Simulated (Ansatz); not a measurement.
## Vibrations of CuPd (Pm-3m) by finite displacements

```xyz
2
Lattice="2.9619 0.0000 0.0000 0.0000 2.9619 0.0000 0.0000 0.0000 2.9619" Properties=species:S:1:pos:R:3 pbc="T T T"
Cu    0.0000    0.0000    0.0000
Pd    1.4809    1.4809    1.4809
```

The conventional cell has a = 2.962 Å, b = 2.962 Å, c = 2.962 Å, α = 90.00°, β = 90.00°, γ = 90.00°. Around Cu (atom 1) lie 8 Pd at 2.57 Å. Pd (atom 2) is surrounded by 8 Cu at 2.57 Å.

Computed, not measured; unless marked otherwise by PBEsol, all-electron LAPW in Ansatz 0.2.0, scalar-relativistic. k mesh 12×12×12, Fermi-Dirac smearing of 0.100 eV, basis error target 0.5 meV/atom. The cell was relaxed by PAW under this functional.

Atoms are displaced by 0.01 Å in the smallest supercells that hold the wave vectors of a 2×2×2 mesh. Negative values stand for unstable modes.

Q: What are the phonon energies at the solved wave vectors, in THz?

A: 

```json
{"q": "0.000 0.000 0.000", "point": "Gamma", "modes (THz)": "6.73 (×3)"}
{"q": "0.500 0.000 0.000", "point": "X", "modes (THz)": "4.09 (×2), 5.26, 5.64 (×2), 5.90"}
{"q": "0.500 0.500 0.000", "point": "M", "modes (THz)": "1.46 (×2), 4.04, 5.50, 7.36 (×2)"}
{"q": "0.500 0.500 0.500", "point": "R", "modes (THz)": "4.83 (×3), 5.44 (×3)"}
```

Q: Is the structure dynamically stable at these wave vectors?

A: Yes, no mode is unstable there; wave vectors off this mesh aren't tested.

Q: How do the optical zone-centre modes decompose, and which are active?

A: Point group m-3m: Γ_opt = T1u.

| label | THz | activity | mostly |
| --- | --- | --- | --- |
| T1u | 6.73 | IR | Cu (63 %) |

In a metal the activity is that of symmetry alone; free carriers screen the infrared modes.

Q: How well do frozen-core PAW files reproduce these all-electron values?

A: With a cutoff of 420 eV and displacements of 0.0025 Å, the r.m.s. difference over the modes is 0.1 cm⁻¹; the largest difference is 48.6 (PAW) against 48.8 cm⁻¹ (LAPW).

Limits of these numbers: responses of metals move with mesh and smearing; the frozen-core PAW files of the compared runs were fitted under PBE, their cores solved anew for this functional.
